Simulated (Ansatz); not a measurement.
Se (trigonal-Se type, space group P3_121)

```
CELL_PARAMETERS angstrom
      4.50658     0.00000     0.00000
     -2.25329     3.90281     0.00000
      0.00000     0.00000     4.98884
ATOMIC_POSITIONS crystal
  Se 0.21689 0.00000 0.83333
  Se 0.00000 0.21689 0.16667
  Se 0.78311 0.78311 0.50000
```

The slice is a (0001) plane (indices of the conventional cell) through the point (0.783, 0.783, 0.500) (fractional), spanned by u = [110] and v = [1 -1 0] in vectors of this cell: u (4.51 Å) and v (7.81 Å, at 90° to u). It covers one period; positions are fractions (u, v).

Level of theory: r2SCAN (plane waves to 500 eV, PAW, scalar-relativistic; Ansatz, an electronic-structure program). k mesh 9×9×7. Near the nuclei the fields are pseudised (PAW); where an atom keeps semicore shells as valence, they peak there. Se was relaxed with its symmetry unable to fall. The PAW data are Ansatz's earlier set.

Task: Sketch the valence electron density on this plane as a map.

Result: 
```
|8877443322221100001122335577|
|5555443322111100001122334455|
|4433332222111100000011223344|
|2222221111110000000000112222|
|1111111100000000000000001111|
|0000000000000000000000000000|
|0000000000111111111111000000|
|0000000011222222222211111100|
|0000001122334444333322221111|
|0000112233445555554433221111|
|0000112233557788774433222211|
|0000112244558899885533222211|
|0000112233557788774433222211|
|0000112233445555554433221111|
|0000001122334444333322221111|
|0000000011222222222211111100|
|0000000000111111111111000000|
|0000000000000000000000000000|
|1111111100000000000000001111|
|2222221111110000000000112222|
|4433332222111100000011223344|
|5555443322111100001122334455|
|8877443322221100001122335577|
|9988553322221100001122445588|
```
Scale: ten equal steps from -1.70 (start of '0') to 1.81 (end of '9'), in the order '0123456789'. Values: log₁₀ of the valence density in e/Å³. The map has 14 points along u (two characters each, u = 0 at the left) and 24 along v (v = 0 in the bottom row). The scale is logarithmic, as a density can span decades between atoms and voids.
